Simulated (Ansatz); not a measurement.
LaTl (CsCl type)

```
CELL_PARAMETERS angstrom
      3.91911     0.00000     0.00000
      0.00000     3.91911     0.00000
      0.00000     0.00000     3.91911
ATOMIC_POSITIONS crystal
  La 0.00000 0.00000 0.00000
  Tl 0.50000 0.50000 0.50000
```

The slice is a {100} plane (indices of the conventional cell) through the point (0.500, 0.500, 0.500) (fractional), spanned by u = [100] and v = [010] in vectors of this cell: u (3.92 Å) and v (3.92 Å, at 90° to u). It covers one period; positions are fractions (u, v).

Method: PBEsol (plane waves to 420 eV, PAW, scalar-relativistic; Ansatz, a quantum-chemistry and plane-wave program). k mesh 12×12×12. These are valence fields of a PAW run, semicore shells included where kept as valence: close to a nucleus they are smooth pseudo fields. LaTl is run without spin polarisation. LaTl was relaxed with its symmetry unable to fall. Spin-orbit coupling is left out, though Tl is heavy.

Sketch the electrostatic potential energy of an electron, from the cell's mean on this plane as a map.


```
|xxxxxxxxxxxx116688999999886611xxxxxxxxxx|
|xxxxxxxxxx0022668899999988662200xxxxxxxx|
|xxxxxxxxxx0044778899999988774400xxxxxxxx|
|xxxxxxxx00225577888899888877552200xxxxxx|
|xxxx0000225577778888888888777755220000xx|
|1111224455777777888888888877777755442211|
|6666667777777777777777777777777777776666|
|8888888888888877777766777777888888888888|
|9999999988888877776666667777888888999999|
|9999999999888877666666666677888899999999|
|9999999988888877776666667777888888999999|
|8888888888888877777766777777888888888888|
|6666667777777777777777777777777777776666|
|1111224455777777888888888877777755442211|
|xxxx0000225577778888888888777755220000xx|
|xxxxxxxx00225577888899888877552200xxxxxx|
|xxxxxxxxxx0044778899999988774400xxxxxxxx|
|xxxxxxxxxx0022668899999988662200xxxxxxxx|
|xxxxxxxxxxxx116688999999886611xxxxxxxxxx|
|xxxxxxxxxxxx116688999999886611xxxxxxxxxx|
```
Scale: ten equal steps from 1.00 (start of '0') to 9.66 (end of '9'), in the order '0123456789'. Values: electrostatic potential energy of an electron, from the cell's mean, in eV. The map has 20 points along u (two characters each, u = 0 at the left) and 20 along v (v = 0 in the bottom row). Points within 1 Å of a nucleus are blanked (x), as the pseudised field means little there. Values under 1 eV are set to 1. The zero, the cell's mean, hangs on the PAW cores.
